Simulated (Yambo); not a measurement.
Yambo run on CaClOH (space group P6_3mc, No. 186). The wavefunctions are LDA (pw.x of Quantum ESPRESSO, ONCV potentials, no spin-orbit coupling) ones on a 3×3×1 mesh (24 occupied bands); a = 3.870 Å, b = 3.870 Å, c = 9.810 Å, α = 90.00°, β = 90.00°, γ = 120.00°.

Yambo input:

```
rim_cut
gw0
dyson
el_el_corr
HF_and_locXC
cohsex
em1s
RandQpts= 1000000
RandGvec= 1 Ry
EXXRLvcs= 84 Ry
VXCRLvcs= 336 Ry
Chimod= "HARTREE"
% BndsRnXs
 1 | 235 |
%
NGsBlkXs= 8 Ry
% LongDrXs
 1.0 | 1.0 | 1.0 |
%
ExtendOut
% QPkrange
 1 | 1 | 24 | 25 |
%
```

k points by index: 1 = Γ.

Resulting energies as the program prints them:

```
#    K-point    Band    Eo [eV]    E [eV]    E-Eo [eV]    Vxc [eV]    Vnlxc [eV]    Sc|Eo [eV]    Re(Z)    Im(Z)
#
    1    24    0.000000    -3.832015    -3.832015    -15.75463    -20.46384    0.877201    1.000000    0.000000
    1    25    5.065857    5.281782    0.215925    -9.638113    -4.879216    -4.542971    1.000000    0.000000
```
(The two width columns are left out.) Convergence of these settings isn't established.

Geometry of the Materials Project entry, not relaxed at this level.

The structure is a Materials Project entry; no match was found in the copy of COD used, and its stability was not checked.
